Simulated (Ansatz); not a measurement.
SrCd (CsCl type, Pm-3m) at seven volumes, PBEsol in the plane-wave PAW code Ansatz, scaled uniformly. One row is withheld.

```
V (Å³/atom)  P (GPa)
-----------  -------
28.686          3.19
29.631          1.94
30.577          0.89
31.523          0.00
32.468         -0.77
33.414             ?
34.360         -1.99
```

Fit the shown pressures and predict the withheld one.

P = (3/2)B₀(x^(7/2) − x^(5/2))[1 + (3/4)(B′ − 4)(x − 1)] with x = (V₀/V)^(2/3). Least squares on the six rows gives V₀ = 31.516 Å³/atom, B₀ = 27.7 GPa, B′ = 4.28. At V = 33.414, x = 0.9618 and P = -1.43 GPa. The run itself gave -1.43 GPa.

The workflow started from an entry of the Crystallography Open Database (COD). Whether it is the stable phase at ambient conditions was not checked. The cell was relaxed with PBEsol under the symmetry of its start; of distortions, only those at the zone centre were tested.

Potentials: the later of the program's two PAW sets.
